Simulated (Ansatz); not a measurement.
Input file for Ansatz (an electronic-structure program):

Ansatz 0.2 input:
```yaml
crystal:
  lattice:
    - [4.2252491764, 0.0, 0.0]
    - [0.0, 5.9713515225, 0.0]
    - [0.0, 0.0, 4.2252631537]
  atoms:
    - { symbol: Pb, position: [0.5, 0.5, 0.2499360863] }
    - { symbol: Pb, position: [0.0, 0.0, 0.7500639137] }
    - { symbol: S, position: [0.0, 0.5, 0.7500869094] }
    - { symbol: S, position: [0.5, 0.0, 0.2499130906] }
kpoints:
  mp_grid: { grid: [5, 4, 5] }
  band_path:
    path:
      - [[0.0, 0.0, 0.0], [0.5, 0.0, 0.0], [0.5, 0.5, 0.0], [0.0, 0.5, 0.0], [0.0, 0.0, 0.0], [0.0, 0.0, 0.5], [0.5, 0.0, 0.5], [0.5, 0.5, 0.5], [0.0, 0.5, 0.5], [0.0, 0.0, 0.5]]  # Γ-X-S-Y-Γ-Z-U-R-T-Z
      - [[0.5, 0.0, 0.0], [0.5, 0.0, 0.5]]  # X-U
      - [[0.0, 0.5, 0.0], [0.0, 0.5, 0.5]]  # Y-T
      - [[0.5, 0.5, 0.0], [0.5, 0.5, 0.5]]  # S-R
      - [VBM, CBM]
    npoints: 6
hamiltonian:
  xc: r2scan
  pseudopotentials: { kind: paw }
magnetization: { noncollinear: true, spin_orbit: true }
scf:
  n_extra_bands: 12
  convergence: { dr2_threshold: 0.0000000001 }
  occupations: { method: gaussian, width: 0.01 }
checkpoint: { write: soc.run }
output: { eigenvalues: true }
```

Output (shortened):

```
Pseudopotential: Pb, paw_fr, valence charge 14
Pseudopotential: S, paw_fr, valence charge 6
Functional definition: r2SCAN
non-collinear run that drives no moment, with spin-orbit …
Crystal: 4 atoms, lattice volume = 106.605 Å³
Basis set: ecut = 500 eV, 2725 PW (Γ), exchange–correlation on 128×180×128 points (64 copies of the dense FFT grid, shifted against one another)
Bands: 52, of which v1, the nominal top of the filled ones, is band 40 counted from 1 (39 counted from 0)
Symmetry: 8 space group operations + 8 with time reversal
k-points: 27 of 100
Projection manifold: j_resolved (fully-relativistic pseudo-atomic orbitals)
SCF iter   1: F=—  HF=-25588.569767 eV  |F-HF|=—  |Δ(HF+E_count)|=         —  Δρ=2.96e-2  dr2=1.97e0  dr2_τ=1.20e-2  dr2_m=0.00e0 (ungated)  ethr=3.10e-3  |M|=0.00e0 ∫|m|=0.00e0 μB  |m|>n=0.0e0 m-floor=0.0e0 τ_xc=0.0e0  β_m=0.30  ⟨swp⟩=7.6  Hψ=3451  notcnv=0
preconditioner: auto → Resta (q_TF=auto, 2.317 Å⁻¹)
spin=Noncollinear: Resta preconditioning applied to the charge; magnetization (m_x, m_y, m_z) channels mix plain (no charge-response kernel on spin).
SCF iter   2: F=—  HF=-25588.269817 eV  |F-HF|=—  |Δ(HF+E_count)|=   3.00e-1  Δρ=1.85e-2  dr2=6.86e-1  dr2_τ=2.18e-3  dr2_m=0.00e0 (ungated)  ethr=3.10e-3  |M|=0.00e0 ∫|m|=0.00e0 μB  |m|>n=0.0e0 m-floor=0.0e0 τ_xc=0.0e0  β_m=0.51  ⟨swp⟩=2.1  Hψ=916  notcnv=0  defer=202
SCF iter   3: F=—  HF=-25588.194804 eV  |F-HF|=—  |Δ(HF+E_count)|=   7.50e-2  Δρ=5.79e-3  dr2=3.31e-2  dr2_τ=2.12e-4  dr2_m=0.00e0 (ungated)  ethr=1.72e-3  |M|=0.00e0 ∫|m|=0.00e0 μB  |m|>n=0.0e0 m-floor=0.0e0 τ_xc=0.0e0  β_m=0.73  ⟨swp⟩=2.1  Hψ=830  notcnv=0  defer=202
SCF iter   4: F=—  HF=-25588.206903 eV  |F-HF|=—  |Δ(HF+E_count)|=   1.21e-2  Δρ=1.36e-3  dr2=2.35e-3  dr2_τ=3.21e-5  dr2_m=0.00e0 (ungated)  ethr=8.27e-5  |M|=0.00e0 ∫|m|=0.00e0 μB  |m|>n=0.0e0 m-floor=0.0e0 τ_xc=0.0e0  β_m=0.82  ⟨swp⟩=2.8  Hψ=1132  notcnv=0  defer=194
SCF iter   5: F=—  HF=-25588.206863 eV  |F-HF|=—  |Δ(HF+E_count)|=   4.07e-5  Δρ=1.47e-4  dr2=2.18e-5  dr2_τ=1.88e-7  dr2_m=0.00e0 (ungated)  ethr=5.88e-6  |M|=0.00e0 ∫|m|=0.00e0 μB  |m|>n=0.0e0 m-floor=0.0e0 τ_xc=0.0e0  β_m=0.91  ⟨swp⟩=2.0  Hψ=914  notcnv=0  defer=194
SCF iter   6: F=—  HF=-25588.206878 eV  |F-HF|=—  |Δ(HF+E_count)|=   1.48e-5  Δρ=2.72e-5  dr2=1.31e-6  dr2_τ=1.16e-8  dr2_m=0.00e0 (ungated)  ethr=5.45e-8  |M|=0.00e0 ∫|m|=0.00e0 μB  |m|>n=0.0e0 m-floor=0.0e0 τ_xc=0.0e0  β_m=0.90  ⟨swp⟩=2.0  Hψ=875  notcnv=0  defer=194
SCF iter   7: F=—  HF=-25588.206914 eV  |F-HF|=—  |Δ(HF+E_count)|=   3.69e-5  Δρ=5.97e-6  dr2=2.78e-8  dr2_τ=2.01e-10  dr2_m=0.00e0 (ungated)  ethr=3.28e-9  |M|=0.00e0 ∫|m|=0.00e0 μB  |m|>n=0.0e0 m-floor=0.0e0 τ_xc=0.0e0  β_m=0.95  ⟨swp⟩=2.4  Hψ=1025  notcnv=0  defer=194
SCF iter   8: F=—  HF=-25588.206914 eV  |F-HF|=—  |Δ(HF+E_count)|=   4.31e-8  Δρ=1.99e-6  dr2=3.03e-9  dr2_τ=2.75e-11  dr2_m=0.00e0 (ungated)  ethr=6.94e-11  |M|=0.00e0 ∫|m|=0.00e0 μB  |m|>n=0.0e0 m-floor=0.0e0 τ_xc=0.0e0  β_m=0.96  ⟨swp⟩=2.0  Hψ=1145  notcnv=0  defer=194
SCF iter   9: F=-25588.206914 eV  HF=-25588.206914 eV  |F-HF|=7.28e-12  |Δ(HF+E_count)|=   1.66e-9  Δρ=2.78e-7  dr2=7.22e-11  dr2_τ=8.07e-13  dr2_m=0.00e0 (ungated)  ethr=1.00e-12  |M|=0.00e0 ∫|m|=0.00e0 μB  |m|>n=0.0e0 m-floor=0.0e0 τ_xc=0.0e0  ⟨swp⟩=9.0  Hψ=3365  notcnv=0
SCF 1 converged in 9 iterations: F = -25588.206914 eV  dr2 = 7.22e-11
NSCF: frozen V_eff on 64 k-points
NSCF: frozen V_eff on 64 k-points
NSCF: frozen V_eff on 64 k-points
NSCF: frozen V_eff on 58 k-points
NSCF: frozen V_eff on 20 k-points
NSCF: frozen V_eff on 14 k-points
NSCF: frozen V_eff on 14 k-points
NSCF: frozen V_eff on 14 k-points
NSCF: frozen V_eff on 14 k-points
NSCF: frozen V_eff on 14 k-points
NSCF: frozen V_eff on 83 k-points
SCF converged after 9 iterations
Magnetization: |M| = 0.0000 μB,  M = (+0.0000, +0.0000, +0.0000) μB
Absolute magnetization: 0.0000 μB (∫|m|)
  site 0: m = (+0.0000, +0.0000, +0.0000) μB, |m| = 0.0000 μB  (R = 1.23 Å)
  site 1: m = (+0.0000, +0.0000, +0.0000) μB, |m| = 0.0000 μB  (R = 1.23 Å)
  site 2: m = (+0.0000, +0.0000, +0.0000) μB, |m| = 0.0000 μB  (R = 1.23 Å)
  site 3: m = (+0.0000, +0.0000, +0.0000) μB, |m| = 0.0000 μB  (R = 1.23 Å)
Free energy (F): -25588.206914 eV
Harris-Foulkes:  -25588.206914 eV  (|F-HF|=7.28e-12)
Internal energy: -25588.206914 eV  (E = F + TS)
E sigma→0 (E₀):  -25588.206914 eV
Fermi energy:    8.065665 eV
--- Per-component energies (eV) ---
  E_band       = -142.746303
  E_kinetic    = 785.789901
  E_local      = -2477.854340  (includes V_loc(G=0)·N_el)
  E_nonlocal   = 759.362731
  E_hartree    = 964.021902
  E_xc         = -600.600836
  E_vxc        = -479.890277  (∫ρ·V_xc dr)
  E_paw        = -22015.430992  (= ΣΔE_a)
  E_vpaw       = -688.100686  (= ΣTr[D̂ρ^β])
  E_aug_tail   = 0.000039  (compensation charges beyond the density's cutoff)
  E_vtau       = 29.902400  (kinetic-family band-sum trace: ∫τ·v_τ [+ j·A + Jᵃ·Aᵃ] dr)
  E_ewald      = -3005.149714
  E_core_change = 1.654395  (= ΣΔE_core)
  E_smearing   =  0.000000  (= −TS)
  E_closure    = 0.000000  (closes the sum)
  Σ components = -25588.206914   (vs F -25588.206914, Δ=0.00e0)
  [band-id]    e_kinetic+e_local+e_nonlocal+2·e_hartree+e_vxc+e_vpaw+e_augmentation_tail+e_vtau = -142.746429   (vs E_band -142.746303, Δ=-1.26e-4)
--- Band table (eV; the first three rows and the last of 27) ---
  k-point 0: bands = ["-10.9085", "-10.9085", "-10.8932", "-10.8932", "-10.8914", "-10.8914", "-10.8823", "-10.8823", "-8.4223", "-8.4223", "-8.3196", "-8.3196", "-8.3135", "-8.3135", "-8.3083", "-8.3083", "-8.3062", "-8.3062", "-8.2586", "-8.2586", …
  k-point 1: bands = ["-10.9042", "-10.9042", "-10.8929", "-10.8929", "-10.8892", "-10.8892", "-10.8827", "-10.8827", "-8.4022", "-8.4022", "-8.3150", "-8.3150", "-8.3133", "-8.3133", "-8.3104", "-8.3104", "-8.3032", "-8.3032", "-8.2693", "-8.2693", …
  k-point 2: bands = ["-10.8972", "-10.8972", "-10.8941", "-10.8941", "-10.8847", "-10.8847", "-10.8832", "-10.8832", "-8.3606", "-8.3606", "-8.3294", "-8.3294", "-8.3087", "-8.3087", "-8.3056", "-8.3056", "-8.2966", "-8.2966", "-8.2887", "-8.2887", …
  k-point 26: bands = ["-10.8982", "-10.8982", "-10.8982", "-10.8982", "-10.8849", "-10.8849", "-10.8849", "-10.8849", "-8.3785", "-8.3785", "-8.3785", "-8.3785", "-8.3039", "-8.3039", "-8.3039", "-8.3039", "-8.2857", "-8.2857", "-8.2857", "-8.2857", …
```

Cost: around 4 core-minutes (rough) on shared cores.

Space group Fm-3m (rock salt). The cell was relaxed with r²SCAN under the symmetry of its start; of distortions, only those at the zone centre were tested. Point labels and valley counts follow the cell and symmetry of the run, lower than the named group.

Potentials: the later of the program's two PAW sets.

Ansatz is a plane-wave DFT program.
